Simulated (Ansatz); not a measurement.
A geometry of La away from equilibrium: step 2 of the relaxation of a relaxed La cell displaced along its unstable phonon at q = (½, ½, 0) of its primitive reciprocal cell (43i cm⁻¹), largest move 0.15 Å. These are PBE (plane waves to 420 eV, PAW, scalar-relativistic; Ansatz, a program for electronic structure) values and carry that method's errors. Γ-centred k-mesh 10×10×10 on the run's cell (coarser than for final values), Fermi–Dirac smearing 0.05 eV.

```xyz
2
Lattice="6.6086 0.0000 0.0000 3.3043 3.3043 0.0000 0.0000 0.0000 3.3181" Properties=species:S:1:pos:R:3:forces:R:3 pbc="T T T" free_energy=-12499.709 pressure_GPa=0.4
La     0.0000     0.0000     0.2836    0.0000    0.0000    0.3850
La     3.3043     0.0000    -0.2836    0.0000    0.0000   -0.3850
```

Positions in Å, forces in eV/Å, free energy of the cell in eV (comparable only within this code, potentials and settings). Largest force: 0.39 eV/Å, on La1, La2 (atoms numbered as listed); the geometry lies 0.37 eV/atom above the end of its relaxation.

No spin polarisation in the result.

The run could not lose the symmetry of its start: the end is stationary, and may be a saddle point rather than a minimum.

The end of the path is a generated cell of La: the first start was made by placing the elements on the sites of a structure type, and the end was not matched to a known phase here, so it may be hypothetical. Known forms of La include space group No. 194.
